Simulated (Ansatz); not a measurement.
## Ga4Sb3N (ordering on wurtzite): the band gap by level of theory

All numbers come from Ansatz 0.2.0. The calculation is non-magnetic, and the structure need not be a phase that has been made.

The cell is Ga4Sb3N as one 8-atom ordering (Cm) on the wurtzite lattice; cell and atoms were relaxed with r2SCAN. It is monoclinic, Cm (No. 8); a = 15.041 Å, b = 4.061 Å, c = 6.934 Å, β = 116.3° in the conventional setting, 23.73 Å³ an atom. N has 4 Ga at 1.98–2.26 Å; Sb has 4 Ga at 2.56–2.75 Å; Ga has 1 N at 1.98 Å and 3 Sb at 2.64–2.75 Å; Ga has 1 N at 2.00 Å and 3 Sb at 2.63–2.75 Å; Sb has 4 Ga at 2.54–2.77 Å; Ga has 4 Sb at 2.54–2.56 Å; Ga has 2 N at 2.26 Å and 2 Sb at 2.71–2.77 Å.

```yaml
crystal:
  lattice:
    - [7.64476, -2.03069, 0.05532]
    - [7.64476, 2.03069, 0.05532]
    - [-3.31186, 0.00000, 6.09141]
  atoms:
    - { symbol: N, position: [0.00240, 0.00240, 0.65177] }
    - { symbol: Sb, position: [0.74188, 0.74188, 0.07618] }
    - { symbol: Ga, position: [0.14934, 0.14934, 0.81594] }
    - { symbol: Ga, position: [0.94441, 0.94441, 0.32666] }
    - { symbol: Sb, position: [0.49658, 0.49658, 0.16153] }
    - { symbol: Sb, position: [0.26691, 0.26691, 0.61475] }
    - { symbol: Ga, position: [0.68518, 0.68518, 0.36985] }
    - { symbol: Ga, position: [0.46330, 0.46330, 0.73333] }
```

On this one geometry the levels give:

| level | k mesh | gap (eV) | kind | edges | least direct gap (eV) | rough cost |
| --- | --- | --- | --- | --- | --- | --- |
| PBE | 6×6×4 | none (overlap 0.67) | – | – | – | 2.1 core-minutes |
| PBE+SOC | 6×6×4 | none (overlap 0.49) | – | – | – | 12 core-minutes |
| r2SCAN | 6×6×4 | none (overlap 0.68) | – | – | – | 2.7 core-minutes |

All runs use a smearing of 0.02 eV.
Wave cutoffs: 420 eV, 500 eV (r2SCAN).
Costs come from shared machines and give only the order; PBE's includes the band path. The runs had 4 threads of Arm Neoverse V1, with other jobs on the host.

r2SCAN gives no gap: the lowest nominally empty band dips 0.68 eV below the top of the last filled one (its bottom at M₂, the top at Γ), so the cell is a metal or semimetal at this level. PBE+SOC gives no gap: the lowest nominally empty band dips 0.49 eV below the top of the last filled one (its bottom at k = (1/3, 1/3, 1/4), the top at Γ), so the cell is a metal or semimetal at this level.

No level opens a gap, but no hybrid is among them, and semilocal functionals can close a real gap.

Only the levels marked +SOC include spin-orbit coupling.

Coordinates of k points refer to the reciprocal vectors of the primitive cell of the runs.
